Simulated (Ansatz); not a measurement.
One crystal and one scan (energy against volume) at two levels, PBEsol (plane waves to 420 eV, PAW, scalar-relativistic; Ansatz, a program for electronic structure) and PBE (plane waves to 420 eV, PAW, scalar-relativistic; Ansatz), each from its own relaxed cell and on its own mesh. The cell shown is that of PBEsol.

Hf (hcp, Mg type)

```xyz
2
Lattice="3.1590 0.0000 0.0000 -1.5795 2.7358 0.0000 0.0000 0.0000 4.9998" Properties=species:S:1:pos:R:3 pbc="T T T"
Hf     0.0000     1.8238     3.7499
Hf     1.5795     0.9119     1.2500
```

E(V) scan at fixed shape, V₀ the volume above. Symmetry pins the atoms to their sites.

Energies are smeared free energies. Hf is run without spin polarisation. Hf was relaxed with its symmetry unable to fall. Spin-orbit coupling is left out, though Hf is heavy. The PAW data are Ansatz's earlier set. With the shape held, the modulus is that of even scaling; a crystal free to change shape is softer. Percentages come from the unrounded values. Both scans cover V/V₀ from 0.900 to 1.100.

Results of PBEsol:

```
Quantity                                                                     Result
---------------------------------------------------------------------------  ------
Lattice constant a (Å)                                                        3.159
Lattice constant c (Å)                                                        5.000
Relaxed volume (Å³/atom)                                                      21.60
Pressure at the smallest volume (GPa)                                          14.3
Energy cost of the largest expansion (meV/atom)                                  67
Bulk modulus at fixed cell shape B₀ (third-order Birch-Murnaghan fit) (GPa)   113.6
Pressure for 5 % compression (fit) (GPa)                                        6.4
```

**Question.** What does PBE give for the same quantities?

**Answer.** 
```tsv
quantity	PBE	PBEsol − PBE
Lattice constant a (Å)	3.204	-0.045 (-1.4 %)
Lattice constant c (Å)	5.069	-0.069 (-1.4 %)
Relaxed volume (Å³/atom)	22.53	-0.93 (-4.1 %)
Pressure at the smallest volume (GPa)	13.5	+0.8 (+6 %)
Energy cost of the largest expansion (meV/atom)	65	+2 (+2 %)
Bulk modulus at fixed cell shape B₀ (third-order Birch-Murnaghan fit) (GPa)	107.2	+6.4 (+6.0 %)
Pressure for 5 % compression (fit) (GPa)	6.0	+0.4 (+6 %)
```

PBEsol gives the higher value for: pressure at the smallest volume; bulk modulus at fixed cell shape B₀; pressure for 5 % compression. PBEsol gives the lower value for: lattice constant a; lattice constant c; relaxed volume. Neither level is exact: the differences show how much the result hangs on the functional.

(Under strain, the slope of the energy per volume gives the stress and its curvature an elastic modulus.)
